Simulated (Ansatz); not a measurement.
Geometry optimisation in Ansatz: input, command and trajectory.

```yaml
crystal:
  lattice:
    - [-2.9755, 2.9755, 2.9755]
    - [2.9755, -2.9755, 2.9755]
    - [2.9755, 2.9755, -2.9755]
  atoms:
    - { symbol: Ga, position: [0.25, 0.625, 0.375] }
    - { symbol: Ga, position: [0.375, 0.25, 0.625] }
    - { symbol: Ga, position: [0.75, 0.875, 0.125] }
    - { symbol: Ga, position: [0.125, 0.75, 0.875] }
    - { symbol: Ga, position: [0.625, 0.375, 0.25] }
    - { symbol: Ga, position: [0.875, 0.125, 0.75] }
basis:
  ecutwfc: 500
kpoints:
  mp_grid: { grid: [8, 8, 8] }
hamiltonian:
  xc: r2scan
scf:
  occupations: { method: gaussian, width: 0.1 }
output:
  forces: true
  stress: true
  eigenvalues: true
relax:
  adjacent_minimum: "off"
  f_tol: 0.005
  max_steps: 80
  cell: { stress_tol: 0.05 }
```

```bash
ansatz run input.yaml --threads 1 --pin off --max-ram 2560MiB --backend cpu --events-out ev --progress --plain --runs-dir out
```

All numbers below come from Ansatz 0.2.0, DFT r2SCAN, scalar-relativistic, plane waves, PAW.

Of 4 frames 4 are shown, positions in Å and forces in eV/Å; the SCF threshold varies from step to step. Steps run on the plane waves of an earlier cell, with a Pulay correction in the pressure. The basis is chosen afresh for the last frame, the zero of the energies, and at times for earlier ones too; energy and pressure step there, also at an unchanged geometry.

```xyz
6
Lattice="-2.9755 2.9755 2.9755 2.9755 -2.9755 2.9755 2.9755 2.9755 -2.9755" Properties=species:S:1:pos:R:3:forces:R:3 pbc="T T T" step=1 free_energy_over_end_meV_per_atom=1.13 pressure_GPa=1.14
Ga    2.2316    0.0000    1.4877    0.0000    0.0000    0.0000
Ga    1.4877    2.2316    0.0000    0.0000    0.0000    0.0000
Ga    0.7439    0.0000    4.4633    0.0000    0.0000    0.0000
Ga    4.4633    0.7439    0.0000    0.0000    0.0000    0.0000
Ga    0.0000    1.4877    2.2316    0.0000    0.0000    0.0000
Ga    0.0000    4.4633    0.7439    0.0000    0.0000    0.0000
6
Lattice="-2.9958 2.9958 2.9958 2.9958 -2.9958 2.9958 2.9958 2.9958 -2.9958" Properties=species:S:1:pos:R:3:forces:R:3 pbc="T T T" step=2 free_energy_over_end_meV_per_atom=0.18 pressure_GPa=-0.13
Ga    2.2468    0.0000    1.4979    0.0000    0.0000    0.0000
Ga    1.4979    2.2468    0.0000    0.0000    0.0000    0.0000
Ga    0.7489    0.0000    4.4937    0.0000    0.0000    0.0000
Ga    4.4937    0.7489    0.0000    0.0000    0.0000    0.0000
Ga    0.0000    1.4979    2.2468    0.0000    0.0000    0.0000
Ga    0.0000    4.4937    0.7489    0.0000    0.0000    0.0000
6
Lattice="-2.9937 2.9937 2.9937 2.9937 -2.9937 2.9937 2.9937 2.9937 -2.9937" Properties=species:S:1:pos:R:3:forces:R:3 pbc="T T T" step=3 free_energy_over_end_meV_per_atom=0.15 pressure_GPa=0.00
Ga    2.2453    0.0000    1.4968    0.0000    0.0000    0.0000
Ga    1.4968    2.2453    0.0000    0.0000    0.0000    0.0000
Ga    0.7484    0.0000    4.4905    0.0000    0.0000    0.0000
Ga    4.4905    0.7484    0.0000    0.0000    0.0000    0.0000
Ga    0.0000    1.4968    2.2453    0.0000    0.0000    0.0000
Ga    0.0000    4.4905    0.7484    0.0000    0.0000    0.0000
6
Lattice="-2.9937 2.9937 2.9937 2.9937 -2.9937 2.9937 2.9937 2.9937 -2.9937" Properties=species:S:1:pos:R:3:forces:R:3 pbc="T T T" step=4 free_energy_over_end_meV_per_atom=0.00 pressure_GPa=0.00
Ga    2.2453    0.0000    1.4968    0.0000    0.0000    0.0000
Ga    1.4968    2.2453    0.0000    0.0000    0.0000    0.0000
Ga    0.7484    0.0000    4.4905    0.0000    0.0000    0.0000
Ga    4.4905    0.7484    0.0000    0.0000    0.0000    0.0000
Ga    0.0000    1.4968    2.2453    0.0000    0.0000    0.0000
Ga    0.0000    4.4905    0.7484    0.0000    0.0000    0.0000
```

It took 2 min on 1 thread of Arm Neoverse V1, on a shared host, peak memory 0.62 GiB.